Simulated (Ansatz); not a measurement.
Te:
Space group Pm-3m (No. 221); a = b = c = 3.1883 Å, α = β = γ = 90.00°

| atom | site | symmetry | x | y | z |
|---|---|---|---|---|---|
| Te | 1b | m-3m | 0.5000 | 0.5000 | 0.5000 |

Relaxed with r²SCAN.

Which orbitals make up the states near the Fermi level in DFT-r²SCAN in the program Ansatz with PAW potentials?

Within 0.5 eV of the Fermi level: Te 5p 92 %, Te 5s 5 %. Projections are on Löwdin-orthogonalised atomic valence shells; empty p or d shells of many metals are not among them.

Tabulate the density of states.

States/eV per cell of 1 atom, in 0.25 eV bins, energy from the Fermi level.

```csv
E (eV),total,Te 5p,Te 5s
-7.85,0.00,0.00,0.00
-7.60,0.00,0.00,0.00
-7.35,0.00,0.00,0.00
-7.10,0.00,0.00,0.00
-6.85,0.00,0.00,0.00
-6.60,0.00,0.00,0.00
-6.35,0.05,0.05,0.00
-6.10,0.21,0.21,0.00
-5.85,0.31,0.31,0.00
-5.60,0.41,0.40,0.01
-5.35,0.50,0.49,0.01
-5.10,0.61,0.59,0.01
-4.85,0.81,0.79,0.02
-4.60,0.93,0.91,0.02
-4.35,0.93,0.90,0.02
-4.10,0.89,0.85,0.03
-3.85,0.90,0.86,0.03
-3.60,0.87,0.83,0.03
-3.35,0.84,0.80,0.04
-3.10,0.75,0.71,0.04
-2.85,0.68,0.64,0.04
-2.60,0.66,0.61,0.04
-2.35,0.63,0.58,0.04
-2.10,0.61,0.56,0.04
-1.85,0.59,0.54,0.04
-1.60,0.60,0.55,0.04
-1.35,0.55,0.50,0.04
-1.10,0.57,0.52,0.04
-0.85,0.58,0.53,0.04
-0.60,0.55,0.50,0.03
-0.35,0.54,0.50,0.03
-0.10,0.56,0.52,0.03
0.15,0.57,0.53,0.03
0.40,0.57,0.53,0.03
0.65,0.58,0.54,0.02
0.90,0.63,0.59,0.02
1.15,0.69,0.65,0.02
1.40,0.71,0.68,0.02
1.65,0.68,0.66,0.01
1.90,0.66,0.63,0.01
2.15,0.65,0.62,0.01
2.40,0.65,0.60,0.01
2.65,0.63,0.51,0.00
2.90,0.50,0.35,0.00
3.15,0.45,0.25,0.00
3.40,0.38,0.16,0.00
3.65,0.37,0.13,0.00
3.90,0.38,0.09,0.00
4.15,0.34,0.01,0.00
4.40,0.41,0.00,0.00
4.65,0.43,0.00,0.00
```

The first step of the workflow began from a Materials Project structure, measured or hypothetical; the Crystallography Open Database copy checked does not list it. It is not the phase usual at ambient conditions (space group No. 152). Symmetry was held in the r²SCAN relaxation; its stability against distortions is not shown here. Spin–orbit coupling is left out wherever it is not named.

Potentials: the later of the program's two PAW sets.
